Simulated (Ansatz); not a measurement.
An elastic tensor (GPa, Voigt order, standard axes) from the program Ansatz at the PBEsol level (PAW):

```
      1     2    3     4     5     6
-  ----  ----  ---  ----  ----  ----
1  95.5  64.4  8.1   0.0   0.0   0.0
2  64.4  95.5  8.1   0.0   0.0   0.0
3   8.1   8.1  146   0.0   0.0   0.0
4   0.0   0.0  0.0  20.6   0.0   0.0
5   0.0   0.0  0.0   0.0  20.6   0.0
6   0.0   0.0  0.0   0.0   0.0  15.5
```

### Question
Which of these materials gives this?
(A) Sn, simple hexagonal
(B) CuSn, NiAs type
(C) Cu3Sn, P6_3/mmc (Cu on 6h, Sn on 2c)
(D) MgO, P6_3/mmc (Mg on 2c, O on 2d)

### Answer
A, Sn, simple hexagonal

Space group P6/mmm (simple hexagonal). The start of the workflow was typed in or built on a structure type; neither database checked (COD, Materials Project) lists it. It is not the phase usual at ambient conditions (space group No. 141). Symmetry was held in the PBEsol relaxation; whether a distortion lowers the energy is not shown. As this level gives no gap, shear constants depend on the k-mesh and smearing (Fermi–Dirac, 0.1 eV here). Spin–orbit coupling is left out wherever it is not named.

Potentials: the later of the program's two PAW sets.
